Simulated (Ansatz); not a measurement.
ZrN (rock salt, Fm-3m) under volume change, DFT-PBE in the program Ansatz with PAW potentials, scaled uniformly.

```
V (Å³/atom)  E − E(relaxed) (meV/atom)  P (GPa)
-----------  -------------------------  -------
11.033                            90.3    28.81
11.397                            37.9    17.63
11.760                             9.0     8.11
12.124                             0.0     0.00
12.488                             8.1    -6.92
12.852                            30.6   -12.81
13.215                            65.6   -17.82
```

Task: What does a third-order Birch–Murnaghan fit give for V₀, B₀ and B′?

Result: V₀ = 12.12 Å³/atom, B₀ = 249 GPa, B′ = 4.3.

The cell was relaxed with PBE under the symmetry of its start; of distortions, only those at the zone centre were tested. The run is not spin-polarised.

Potentials: the later of the program's two PAW sets.
